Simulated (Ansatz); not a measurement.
# Computed properties of HfO2

HfO$_{2}$:
```xyz
12
Lattice="5.2467 0.0000 0.0000 0.0000 5.0306 0.0000 0.0000 0.0000 5.0594" Properties=species:S:1:pos:R:3 pbc="T T T"
Hf     0.1705     1.3433     1.2197
Hf     5.0761     3.6873     3.7494
Hf     2.4528     1.3433     3.7494
Hf     2.7938     3.6873     1.2197
O      1.9258     0.3522     1.9264
O      3.3209     4.6784     4.4562
O      0.6976     0.3522     4.4562
O      4.5491     4.6784     1.9264
O      3.8414     2.3197     2.4850
O      1.4052     2.7109     5.0147
O      4.0286     2.3197     5.0147
O      1.2181     2.7109     2.4850
```

Space group Pca2_1 (No. 29); conventional cell a = 5.247 Å, b = 5.031 Å, c = 5.059 Å, α = β = γ = 90.00°.

Method: plane-wave PAW r²SCAN (Ansatz code). Geometry: relaxed at this level of theory. Other levels are named where they apply.

**Cell and energy**

Volume per atom: 11.13 Å³
Density: 10.47 g/cm³
Formation energy from the elements (no fitted shifts): -3.75 eV/atom

**Electronic structure**

- Band gap: 4.94 eV (indirect)
- Valence-band maximum: at Γ
- Conduction-band minimum: off the standard path, at k = (0.266, -0.500, 0.359) in fractions of the reciprocal vectors
- Smallest direct gap on the standard path: 5.16 eV
- Electron effective mass: 1.3, 1.9, 4.9 mₑ (principal values)
- Hole effective mass: 1.0, 2.0, 23 mₑ (principal values)
- HSE06 gap on the r²SCAN cell: 6.08 eV
- Gap with spin–orbit coupling: 4.89 eV

**Mechanics**

Elastic constants (relaxed ions, GPa): C11 = 390, C22 = 418, C33 = 411, C12 = 148, C13 = 112, C23 = 134, C44 = 97.4, C55 = 93.9, C66 = 137
Mechanical stability: stable (all eigenvalues of C positive)
Hill bulk and shear moduli: 223 and 119 GPa
Young's modulus: 302 GPa
Poisson's ratio: 0.27
Debye temperature from the elastic constants: 500 K
Piezoelectric stress constants (proper, relaxed ions, C/m²): e15 = -0.29, e24 = 0.63, e31 = -1.83, e32 = -1.46, e33 = -1.27

**Dielectric response**

Electronic dielectric constant ε∞ (DFPT): 4.62 (xx), 4.84 (yy), 4.64 (zz)
Static dielectric constant ε0 (ions relaxed, cell fixed): 19.2 (xx), 23.7 (yy), 22.0 (zz)
Born charges (a third of the trace): Hf +5.21, O -2.64 to -2.57 e

**Phonons**

- Highest zone-centre frequency (without LO–TO term) = 741 cm⁻¹
- Zone-centre stability = no imaginary mode at Γ

**Charges**

Bader charges: Hf +2.74, O -1.38 to -1.36 e

Symmetry was held in the r²SCAN relaxation. The run is not spin-polarised. Signs of piezoelectric constants follow the polarity of the cell as given. The references are the lowest solids computed at this level, not always the standard phases (solids in place of the gases). Spin–orbit coupling is left out wherever it is not named.

Potentials: the later of the program's two PAW sets.
